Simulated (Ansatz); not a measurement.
ScAl3 (Cu3Au type, space group No. 221) under volume change, plane-wave PAW PBE (Ansatz code), scaled uniformly.

```
V (Å³/atom)  E − E(relaxed) (meV/atom)  P (GPa)
-----------  -------------------------  -------
15.739                             ___      ___
16.258                            18.7     6.08
16.777                             4.4     2.81
17.296                             0.0     0.00
17.815                             4.0    -2.40
18.334                            15.2    -4.44
18.852                             ___      ___
```

Task: Some entries are withheld; supply them.

Result: 
- 18.852, E − E(relaxed) (meV/atom): 32.4
- 18.852, P (GPa): -6.18
- 15.739, E − E(relaxed) (meV/atom): 44.4
- 15.739, P (GPa): 9.90

Task: What does a third-order Birch–Murnaghan fit give for V₀, B₀ and B′?

Result: V₀ = 17.30 Å³/atom, B₀ = 86.1 GPa, B′ = 4.2.

Space group Pm-3m (Cu3Au type). The PBE relaxation kept the symmetry of its start; of distortions, only those at the zone centre were tested. The run is not spin-polarised.

Potentials: the later of the program's two PAW sets.
